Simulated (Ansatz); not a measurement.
SrAg2:
```xyz
6
Lattice="-2.4102 3.8564 4.1190 2.4102 -3.8564 4.1190 2.4102 3.8564 -4.1190" Properties=species:S:1:pos:R:3 pbc="T T T"
Sr     0.0000     1.9282     0.3667
Sr     2.4102     1.9282     3.7524
Ag     2.4102     3.4283    -1.3444
Ag     0.0000     0.4280     5.4634
Ag     0.0000     4.2844     2.7746
Ag     2.4102    -0.4280     1.3444
```

Relaxed with r²SCAN.

Which orbitals make up the states near the Fermi level in DFT-r²SCAN in the program Ansatz with PAW potentials?

Within 0.5 eV of the Fermi level: Sr 5s 28 %, Ag 5s 28 %, outside the projected shells 40 %. Projections are on Löwdin-orthogonalised atomic valence shells; empty p or d shells of many metals are not among them.

Tabulate the density of states.

States/eV per cell of 6 atoms, in 0.25 eV bins, energy from the Fermi level.

```
E (eV)  total  Ag 4d  Ag 5s  Sr 5s
------  -----  -----  -----  -----
-6.45    0.00   0.00   0.00   0.00
-6.20    0.20   0.04   0.11   0.05
-5.95    4.97   4.31   0.41   0.20
-5.70   25.03  23.66   0.97   0.24
-5.45   29.53  27.79   1.29   0.25
-5.20   17.61  15.79   1.32   0.34
-4.95   22.00  19.92   1.67   0.22
-4.70   15.35  14.53   0.47   0.20
-4.45   14.92  14.48   0.18   0.14
-4.20   18.52  17.92   0.28   0.20
-3.95   14.77  13.86   0.54   0.26
-3.70    3.30   2.54   0.48   0.24
-3.45    1.51   0.54   0.63   0.30
-3.20    1.59   0.43   0.77   0.32
-2.95    1.46   0.34   0.80   0.26
-2.70    2.52   0.59   1.59   0.23
-2.45    2.06   0.39   1.40   0.15
-2.20    2.38   0.36   1.64   0.22
-1.95    1.67   0.21   1.15   0.17
-1.70    1.31   0.14   0.87   0.16
-1.45    1.33   0.12   0.84   0.20
-1.20    1.66   0.12   0.92   0.37
-0.95    1.89   0.11   0.99   0.44
-0.70    2.09   0.11   0.99   0.53
-0.45    1.89   0.09   0.77   0.53
-0.20    1.70   0.07   0.56   0.52
0.05     2.14   0.08   0.62   0.62
0.30     2.58   0.08   0.55   0.71
0.55     3.43   0.08   0.52   0.77
0.80     3.88   0.06   0.39   0.44
1.05     4.68   0.06   0.30   0.27
1.30     3.99   0.05   0.24   0.13
1.55     3.54   0.04   0.17   0.08
1.80     2.82   0.04   0.13   0.07
2.05     4.80   0.07   0.19   0.20
2.30     4.20   0.06   0.10   0.10
2.55     2.76   0.04   0.06   0.06
2.80     2.26   0.03   0.04   0.05
3.05     1.94   0.03   0.03   0.05
3.30     2.40   0.03   0.05   0.09
3.55     3.06   0.04   0.08   0.09
3.80     2.28   0.03   0.08   0.06
4.05     2.73   0.03   0.06   0.08
4.30     3.44   0.03   0.07   0.11
4.55     4.76   0.03   0.19   0.12
4.80     4.80   0.03   0.21   0.10
```

Space group Imma. The workflow started from a Materials Project entry (that database holds measured and hypothetical structures alike); the Crystallography Open Database files this formula in space group No. 74, but the cells were not matched. Its standing as an ambient phase is unchecked. Symmetry was held in the r²SCAN relaxation; its stability against distortions is not shown here. No spin polarisation was allowed. Scalar-relativistic: spin–orbit coupling is off unless named, which matters more the heavier the elements.

Potentials: the later of the program's two PAW sets.
